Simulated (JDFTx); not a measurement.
System: ethoxide, C2H5O (SMILES CC[O-]), charge -1, multiplicity 1; geometry: optimised with GFN2-xTB in vacuum (no frequencies checked; largest PBE force component 1.5 eV/Å). Bonded distances (Å): C1–C2 1.578, C1–H4 1.094, C1–H5 1.090, C1–H6 1.090, C2–O3 1.295, C2–H7 1.162, C2–H8 1.162. Bond angles (°): C2–C1–H4 111.2, C2–C1–H5 109.6, C2–C1–H6 109.5, H4–C1–H5 109.1, H4–C1–H6 109.1, H5–C1–H6 108.3, C1–C2–O3 116.1, C1–C2–H7 103.7, C1–C2–H8 103.7, O3–C2–H7 114.6, O3–C2–H8 114.6, H7–C2–H8 102.5.

Level of theory: PBE, GBRV ultrasoft potentials, plane waves to 20/100 Ha; code: a modified build of JDFTx. Liquid: CANDLE, water, 1 M KF. The liquid run sits in a periodic box with 4.5 Å from the outermost atoms to the faces; the vacuum run is isolated. The solvation energy is E(in liquid) − E(vacuum) at fixed geometry, with no thermal, conformational or standard-state terms added.

In vacuum PBE puts this anion's highest level above zero (1.2 eV), so the vacuum reference depends somewhat on the box. Single-ion values refer to zero potential in the bulk liquid, with no surface-potential term, and depend on the box by about 0.1 eV.

### Question
Predict the solvation energy and the highest occupied level.

### Answer
* **solvation energy**: -334 kJ/mol
* **highest occupied level in the liquid (zero: bulk electrolyte)**: -4.91 eV
